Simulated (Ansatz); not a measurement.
The calculation used DFT PBE, scalar-relativistic, plane waves, PAW (Ansatz 0.2.0). Cutoff 420 eV, Γ-centred 12×12×2 mesh (12-atom cell), Gaussian smearing of 0.02 eV, no spin polarisation.

Formation energies are uncorrected and count from the elements' standard states at the same level.

Problem. Find a candidate hexagonal semiconductor that holds As and 2 more elements, with a gap near 0.9 eV, a formation energy near −0.39 eV/atom and about 22 Å³ per atom, in a cell of 12 atoms.

Solution. Ga3AsP2, space group P6_3mc (No. 186). Ga on its first site has 3 P at 2.40 Å and 1 As at 2.49 Å; around Ga on its second site lie 4 P at 2.40 Å; P on its first site has 4 Ga at 2.39–2.40 Å; As has 4 Ga at 2.44–2.49 Å; 2 more sites not described.

```cif
data_structure
_symmetry_space_group_name_H-M 'P6_3mc'
_symmetry_Int_Tables_number 186
_cell_length_a 3.9359
_cell_length_b 3.9359
_cell_length_c 19.4699
_cell_angle_alpha 90.000
_cell_angle_beta 90.000
_cell_angle_gamma 120.000
_cell_volume 261.20
loop_
_atom_site_label
_atom_site_type_symbol
_atom_site_symmetry_multiplicity
_atom_site_Wyckoff_symbol
_atom_site_fract_x
_atom_site_fract_y
_atom_site_fract_z
_atom_site_occupancy
Ga1 Ga 2 b 0.33333 0.66667 0.32996 1
Ga2 Ga 2 b 0.33333 0.66667 0.66665 1
Ga3 Ga 2 b 0.33333 0.66667 0.00347 1
P1 P 2 b 0.33333 0.66667 0.12631 1
P2 P 2 b 0.33333 0.66667 0.78988 1
As1 As 2 b 0.33333 0.66667 0.45773 1
```

* Volume per atom: 21.77 Å³
* Density: 4.40 g/cm³
* Energy over the elements: −0.386 eV/atom
* Gap on the 12×12×2 mesh of the 12-atom cell: 0.90 eV

The structure comes from a generated guess, relaxed at this level; another structure or a mixture of phases may lie lower. The answer needn't be unique; the calculation gave this one.

Kohn–Sham gaps at this level usually fall short of measured ones. The reference forms of As and P are held partly by dispersion forces, which this level lacks. A later test with randomly moved atoms came back to the same energy, though modes that don't fit the test's cell weren't probed.
